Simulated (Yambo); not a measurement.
G0W0@PBEsol for MgO (rock salt, space group Fm-3m, No. 225) in Yambo. Reference settings: 6×6×6 Γ-centred k mesh, bands 2 to 71 and a 14 Ry block in the screening, 71 bands in G with the Bruneval-Gonze terminator, plasmon pole fitted at 27.2 eV. The PBEsol gap Γ → Γ on this mesh is 4.66 eV; G0W0 gaps are taken between the same points.

The settings were changed. The gap went from 7.20 eV to 7.20 eV, and the shift of the valence edge from -1.51 eV to -1.37 eV.

Q: What was changed between the two runs?
A. 45 bands in G, no terminator
B. 33 bands in W
C. 25 bands in G
D. pole fitted at 40 eV

A: B, 33 bands in W. The others gave (gap, valence shift): 25 bands in G: 7.27, -1.60 eV; 45 bands in G, no terminator: 7.01, -1.15 eV; pole fitted at 40 eV: 7.24, -1.60 eV.

Geometry relaxed with PBEsol; primitive cell a = b = c = 2.979 Å, α = β = γ = 60.00°.

A shift is the quasiparticle energy of the state minus its PBEsol energy.
